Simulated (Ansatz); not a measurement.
**K₂NaRhF₆: pressure and gap against volume**

A database entry relaxed whole under r2SCAN (Fm-3m):

```
K Na Rh F
1.0
     0.00000    4.16703    4.16703
     4.16703    0.00000    4.16703
     4.16703    4.16703    0.00000
K Na Rh F
2 1 1 6
Direct
  0.25000 0.25000 0.25000
  0.75000 0.75000 0.75000
  0.50000 0.50000 0.50000
  0.00000 0.00000 0.00000
  0.76275 0.23725 0.23725
  0.23725 0.76275 0.23725
  0.23725 0.76275 0.76275
  0.76275 0.23725 0.76275
  0.23725 0.23725 0.76275
  0.76275 0.76275 0.23725
```

The cell was scaled uniformly, its shape held, and the atoms relaxed at each volume with plane-wave PAW DFT (Ansatz 0.2.0; r2SCAN, 500 eV, 6×6×6 Γ-centred mesh, fermi-dirac occupations of width 0.020 eV; no spin, no spin-orbit coupling). One row is withheld.

| volume (Å³/atom) | energy over the lowest (meV/atom) | pressure (GPa) | gap over mesh and path (eV) |
| --- | --- | --- | --- |
| 13.603 | 9.5 | 3.80 | 2.748 |
| 13.892 | ? | ? | ? |
| 14.182 | 1.0 | 1.09 | 2.679 |
| 14.471 | 0.0 | 0.00 | 2.650 |
| 14.761 | 0.9 | -0.98 | 2.622 |
| 15.050 | 3.5 | -1.82 | 2.597 |
| 15.340 | 7.5 | -2.55 | 2.575 |

Q: Fit the pressures of the other rows to the third-order Birch-Murnaghan form.

A: With f = [(V₀/V)^(2/3) − 1]/2 and P = 3B₀f(1 + 2f)^(5/2)[1 + 3(B₀′ − 4)f/2], least squares gives V₀ = 14.47 Å³ an atom, B₀ = 51.6 GPa and B₀′ = 5.8; the rows miss the fit by less than 0.01 GPa. The slope of the energies differs from these pressures by less than 0.05 GPa.

Q: How does the gap move with volume?

A: A parabola in ln(V/V₀) through the other rows has the slope dE_g/d ln V = -1.4 eV at V₀, so by B₀ the gap moves by +28 meV a GPa: it widens under pressure.

Q: What does the withheld row hold?

A: The fit gives 2.35 GPa at 13.892 Å³; the run gave 2.35 GPa and 4.0 meV an atom. Its gap is 2.711 eV, against 2.712 eV from the parabola.

Caveats: the shape of the cell was held; 0 K, fixed nuclei; the symmetry was kept, and this need not be the phase that is stable at 0 K; one mesh for all volumes; r2SCAN gaps lie as a rule under measured ones; the slope of the gap can be off by tens of per cent, more where shallow d levels or spin-orbit coupling act on the edges; pressure is positive in compression.
